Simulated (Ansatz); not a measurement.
Ansatz (a first-principles code) input:

Ansatz 0.2 input:
```yaml
crystal:
  lattice:
    - [4.054755211, 0.0, 0.0]
    - [0.0, 4.054755211, 0.0]
    - [0.0, 0.0, 6.9706890676]
  atoms:
    - { symbol: La, position: [0.0, 0.5, 0.7700448309] }
    - { symbol: La, position: [0.5, 0.0, 0.2299551691] }
    - { symbol: S, position: [0.5, 0.0, 0.6516552227] }
    - { symbol: S, position: [0.0, 0.5, 0.3483447773] }
    - { symbol: F, position: [0.5, 0.5, 0.0] }
    - { symbol: F, position: [0.0, 0.0, 0.0] }
kpoints:
  mp_grid: { grid: [4, 4, 3] }
hamiltonian:
  xc: hse06
  pseudopotentials: { kind: paw }
scf:
  n_extra_bands: 6
  occupations: { method: fixed }
output:
  eigenvalues: true
  eigenstates:
    e_range: [-9.0, 10.8]
    kpoints:
      - [0.0, 0.0, 0.0]  # VBM
      - [0.0, 0.0, 0.0]  # CBM
```

Output (shortened):

```
Pseudopotential: La, paw, valence charge 11
Pseudopotential: S, paw, valence charge 6
Pseudopotential: F, paw, valence charge 7
Functional definition: HSE06
davidson cushion auto → on  (no smearing: the cushion is to keep the highest requested band from converging to the state above it …
Crystal: 6 atoms, lattice volume = 114.605 Å³
Basis set: ecut = 420 eV, 2239 PW (Γ)
Bands: 30, of which v1, the nominal top of the filled ones, is band 24 counted from 1 (23 counted from 0)
Symmetry: 16 space group operations
Space group: P4/nmm (ITA 129), of the structure as read, at distance tolerance 4.9e-5 Å
k-points: 12 of 48
SCF iter   1: F=—  HF=-15934.098846 eV  |F-HF|=—  |Δ(HF+E_count)|=         —  Δρ=2.92e-3  dr2=2.85e-3  ethr=1.77e-3  ⟨swp⟩=5.3  Hψ=1815  notcnv=0
preconditioner: auto → none
SCF iter   2: F=—  HF=-15934.108960 eV  |F-HF|=—  |Δ(HF+E_count)|=   1.01e-2  Δρ=1.65e-3  dr2=1.18e-3  ethr=5.95e-6  ⟨swp⟩=9.0  Hψ=1807  notcnv=0  defer=10
SCF iter   3: F=—  HF=-15934.110152 eV  |F-HF|=—  |Δ(HF+E_count)|=   1.19e-3  Δρ=8.46e-4  dr2=4.81e-4  ethr=2.47e-6  ⟨swp⟩=4.8  Hψ=1176  notcnv=0  defer=4
SCF iter   4: F=-15934.110271 eV  HF=-15934.110321 eV  |F-HF|=5.05e-5  |Δ(HF+E_count)|=   1.69e-4  Δρ=2.34e-4  dr2=6.74e-5  ethr=1.00e-6  ⟨swp⟩=6.1  Hψ=1195  notcnv=0  defer=6
SCF 1 stopped early in 4 iterations: F = -15934.110271 eV  dr2 = 6.74e-5
Crystal: 6 atoms, lattice volume = 114.605 Å³
Exchange kernel: α = 0.2500, screened, ω = 0.2079 Å⁻¹, Wigner–Seitz truncation, v(0) = 1039.2937 eV·Å³, q-mesh 4×4×3, nearest image of the exchange supercell L …
Frozen-core exchange: fock
SCF iter   1: F=—  HF=-15944.562302 eV  |F-HF|=—  |Δ(HF+E_count)|=         —  Δρ=9.25e-3  dr2=1.78e-1  ethr=1.40e-6  ⟨swp⟩=17.8  Hψ=2979  notcnv=0
preconditioner: auto → none
SCF iter   2: F=—  HF=-15944.497111 eV  |F-HF|=—  |Δ(HF+E_count)|=   6.52e-2  Δρ=5.72e-3  dr2=1.75e-2  ethr=1.40e-6  ⟨swp⟩=9.2  Hψ=2367  notcnv=0  defer=62
SCF iter   3: F=—  HF=-15944.525021 eV  |F-HF|=—  |Δ(HF+E_count)|=   2.79e-2  Δρ=2.01e-3  dr2=4.65e-3  ethr=1.40e-6  ⟨swp⟩=7.7  Hψ=1905  notcnv=0  defer=65
SCF iter   4: F=—  HF=-15944.523287 eV  |F-HF|=—  |Δ(HF+E_count)|=   1.73e-3  Δρ=8.49e-4  dr2=4.88e-4  ethr=1.40e-6  ⟨swp⟩=5.9  Hψ=1461  notcnv=0  defer=30
iter 5 solved again at ethr=5.51e-8 eV; its pass at ethr=8.32e-7 eV (dr2=2.65e-5 eV) is discarded
SCF iter   5: F=—  HF=-15944.523209 eV  |F-HF|=—  |Δ(HF+E_count)|=   7.78e-5  Δρ=1.19e-4  dr2=1.63e-4  ethr=5.51e-8  ⟨swp⟩=6.0  Hψ=2136  notcnv=0
SCF iter   6: F=—  HF=-15944.525015 eV  |F-HF|=—  |Δ(HF+E_count)|=   1.81e-3  Δρ=6.63e-4  dr2=4.37e-4  ethr=2.08e-8  ⟨swp⟩=8.8  Hψ=2209  notcnv=0  defer=64
SCF iter   7: F=-15944.524849 eV  HF=-15944.524873 eV  |F-HF|=2.38e-5  |Δ(HF+E_count)|=   1.42e-4  Δρ=1.17e-4  dr2=2.66e-5  ethr=2.08e-8  ⟨swp⟩=7.6  Hψ=1746  notcnv=0  defer=18
SCF 2 stopped early in 7 iterations: F = -15944.524849 eV  dr2 = 2.66e-5
hybrid outer 1: dexx = +3.707e-2 eV, tail = 1.66e-4 eV
Crystal: 6 atoms, lattice volume = 114.605 Å³
Exchange kernel: α = 0.2500, screened, ω = 0.2079 Å⁻¹, Wigner–Seitz truncation, v(0) = 1039.2937 eV·Å³, q-mesh 4×4×3, nearest image of the exchange supercell L …
Frozen-core exchange: fock
SCF iter   1: F=—  HF=-15944.522911 eV  |F-HF|=—  |Δ(HF+E_count)|=         —  Δρ=3.83e-5  dr2=3.00e-6  ethr=1.73e-6  ⟨swp⟩=9.7  Hψ=1230  notcnv=0
preconditioner: auto → none
SCF iter   2: F=—  HF=-15944.522916 eV  |F-HF|=—  |Δ(HF+E_count)|=   4.99e-6  Δρ=3.14e-5  dr2=1.59e-6  ethr=5.47e-9  ⟨swp⟩=6.2  Hψ=1557  notcnv=0  defer=66
iter 3 solved again at ethr=1.23e-10 eV; its pass at ethr=3.16e-9 eV (dr2=5.90e-8 eV) is discarded
SCF iter   3: F=-15944.522916 eV  HF=-15944.522916 eV  |F-HF|=4.49e-9  |Δ(HF+E_count)|=   4.08e-7  Δρ=1.37e-5  dr2=8.65e-8  ethr=1.23e-10  ⟨swp⟩=5.2  Hψ=2256  notcnv=0  defer=55
SCF 3 converged in 3 iterations: F = -15944.522916 eV  dr2 = 8.65e-8
hybrid outer 2: dexx = +3.460e-6 eV, tail = 2.17e-7 eV, Δε = 6.78e-3 eV (about 3.51e-4 eV left of the loop's levels)
the search or the solves at the SCF's close seem to have found levels that the self-consistency loop had missed (the run counts 6) …
NSCF: frozen V_eff on 2 k-points
hybrid SCF converged: 2 outer / 10 inner (+4 warm-up), last move |dexx| = 3.46e-6 eV, tail = 2.17e-7 eV
Stability not checked (fock_operator)
Free energy (F): -15944.522916 eV
Frozen-core exchange: fock
Harris-Foulkes:  -15944.522916 eV  (|F-HF|=4.49e-9)
Internal energy: -15944.522916 eV  (E = F + TS)
E sigma→0 (E₀):  -15944.522916 eV
Fermi energy:    8.575108 eV
--- Per-component energies (eV) ---
  E_band       = -159.023440
  E_kinetic    = 1014.337207
  E_local      = -2131.901345  (includes V_loc(G=0)·N_el)
  E_nonlocal   = 388.865581
  E_hartree    = 799.178296
  E_xc         = -511.765703
  E_vxc        = -543.210934  (∫ρ·V_xc dr)
  E_exx        = -120.463074  (= α·E_x^exact, valence–valence)
  E_paw        = -12448.110149  (= ΣΔE_a)
  E_vpaw       = -244.548148  (= ΣTr[D̂ρ^β])
  E_aug_tail   = 0.004140  (compensation charges beyond the density's cutoff)
  E_ewald      = -2934.080653
  E_core_change = -0.587217  (= ΣΔE_core)
  E_smearing   =  0.000000  (= −TS)
  E_closure    =  0.000000  (closes the sum)
  Σ components = -15944.522916   (vs F -15944.522916, Δ=-1.82e-12)
  [band-id]    e_kinetic+e_local+e_nonlocal+2·e_hartree+e_vxc+2·e_exx+e_vpaw+e_augmentation_tail = -159.023054   (vs E_band -159.023440, Δ=3.86e-4)
--- Band table (eV; the first three rows and the last of 12) ---
  k-point 0: bands = ["-25.3050", "-25.2101", "-17.4803", "-17.1078", "-7.8380", "-7.7930", "-7.7930", "-7.6877", "-7.6107", "-7.6107", "-3.4049", "-3.2446", "2.0968", "2.0968", "2.3056", "2.4688", "3.3079", "3.3079", "6.1827", "7.2598", "7.2598", "8.5559", …
  k-point 1: bands = ["-25.2965", "-25.2188", "-17.4793", "-17.1078", "-8.0316", "-7.7680", "-7.7680", "-7.6371", "-7.6371", "-7.4739", "-3.4871", "-3.1642", "2.1091", "2.1091", "2.3016", "2.4799", "3.2883", "3.2883", "6.2156", "7.3382", "7.3382", "8.0413", …
  k-point 2: bands = ["-25.2680", "-25.2005", "-17.4558", "-17.1952", "-8.1528", "-8.0395", "-7.7304", "-7.7269", "-7.5962", "-7.5605", "-3.1200", "-2.8616", "2.1728", "2.2421", "2.4045", "2.4935", "3.0741", "3.2662", "6.5560", "6.6073", "6.9455", "7.3633", …
  k-point 11: bands = ["-25.1663", "-25.1663", "-17.4107", "-17.4107", "-8.1136", "-8.1136", "-7.9017", "-7.9017", "-7.7155", "-7.7155", "-3.2767", "-3.2767", "2.0165", "2.0165", "2.8587", "2.8587", "3.4278", "3.4278", "5.9788", "5.9788", "7.3641", "7.3641", …
```

Cost: about 2.4 core-minutes (a rough figure) on shared cores.

The points marked VBM and CBM come from a semilocal run.

The first step of the workflow began from a Materials Project structure, measured or hypothetical; the Crystallography Open Database files this formula in space group No. 129, but the cells were not matched. Whether it is the stable phase at ambient conditions was not checked. The r²SCAN relaxation kept the symmetry of its start; whether a distortion lowers the energy is not shown. Spin–orbit coupling is left out wherever it is not named.

Potentials: the later of the program's two PAW sets.

Ansatz is a plane-wave DFT program.
